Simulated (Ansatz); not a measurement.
Data:

SiW:
```xyz
2
Lattice="0.0000 2.4991 2.4991 2.4991 0.0000 2.4991 2.4991 2.4991 0.0000" Properties=species:S:1:pos:R:3 pbc="T T T"
Si     0.0000     0.0000     0.0000
W      2.4991     2.4991     2.4991
```

This is the r²SCAN-relaxed structure.

Task: All from r²SCAN in the plane-wave PAW code Ansatz, unless another level is named. Estimate the electronic character.

Result: metallic (no gap).

Task: Next, the density of states at the Fermi level?

Result: 0.82 states/eV per atom (mean over ±0.08 eV).

Task: Next, the formation energy from the elements (no fitted shifts)?

Result: 0.65 eV/atom.

Space group Fm-3m (rock salt). A made-up cell: these elements were put on the sites of a structure type; neither database checked (COD, Materials Project) lists it. Its standing as an ambient phase is unchecked. Symmetry was held in the r²SCAN relaxation; whether a distortion lowers the energy is not shown. The run is not spin-polarised. The references are the lowest solids computed at this level, not always the standard phases. Scalar-relativistic: spin–orbit coupling is off unless named, which matters more the heavier the elements.

Potentials: the later of the program's two PAW sets.
